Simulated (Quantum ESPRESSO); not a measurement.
# One change at a time to Al2Li2Sc2SnZr

All numbers below are calculated, not measured. They come from Quantum ESPRESSO 7.5, a public plane-wave density functional program. Each row is one single-point run on a made-up periodic cell of eight metal atoms, with elements, volume, strain and displacements drawn at random and not relaxed, so a cell may be unstable or far from any real phase. There is no spin polarisation or spin-orbit coupling.

Settings: PBE unless stated; PseudoDojo standard norm-conserving files; Fermi-Dirac width 0.25 eV, which means electrons at about 2900 K; cutoff 1061 eV; 6 x 6 x 6 k mesh shifted half a step off Gamma. E is the free energy of the whole cell (internal energy minus TS), so a -TS column is already part of it. Stress is positive in tension, and the pressure P is minus a third of its trace.

Checks: one run of this series was repeated at a higher cutoff and on a denser mesh, which moved values by no more than 0.003 eV, 0.02 GPa and 0.003 eV/Å, and a second program with other atomic files agreed on it to 2 % rms in force and 0.5 GPa in pressure. Known limits: the tin pseudopotential is less sure than most, with forces differing by about three percent from a second method on plain tin; heavy elements are run without spin-orbit coupling, which real alloys of them have; a spin test at this wide smearing found no moment, but such smearing suppresses magnetism that the real alloy may have.

The lattice is face-centred cubic, and the cell vectors in Å are (0.068, 4.285, 4.305); (4.330, 0.002, 4.372); (4.296, 4.317, 0.036), a volume of 158.97 Å³ in run 1. The elements on sites 1 to 8 are Zr Li Al Sc Al Sn Sc Li. Each later run makes one change to run 1 and keeps the rest. E is counted from run 1, and is n/a where other atomic files have another zero of energy.

```
run                           change  V (Å³)  P (GPa)  -TS (eV)  rms force (eV/Å)  largest change of a force component (eV/Å)  E (eV)
  1                             none  158.97     1.84    -1.249             0.245                                       0.000   0.000
  2          sites 3 and 4 exchanged  158.97     2.17    -1.271             0.226                                       0.195   0.229
  3    all lengths scaled by +1.42 %  165.84    -0.74    -1.283             0.222                                       0.052  -0.022
  4              LDA in place of PBE  158.97    -2.53    -1.269             0.215                                       0.075     n/a
  5                     Ta on site 2  158.97    -0.01    -1.327             0.270                                       0.146     n/a
  6  site 1 moved by -0.10 Å along z  158.97     1.86    -1.246             0.249                                       0.691       ?
```

## Worked estimate

Along the move dE = -F dx. The force on site 1 along z is -0.430 eV/Å in run 1 and 0.262 eV/Å in run 6, and the move is -0.10 Å, so the mean force times the move gives an estimate.

## Withheld value

Question: what E should run 6 give?

The estimate is -0.008 eV. The calculation gave -0.009 eV.
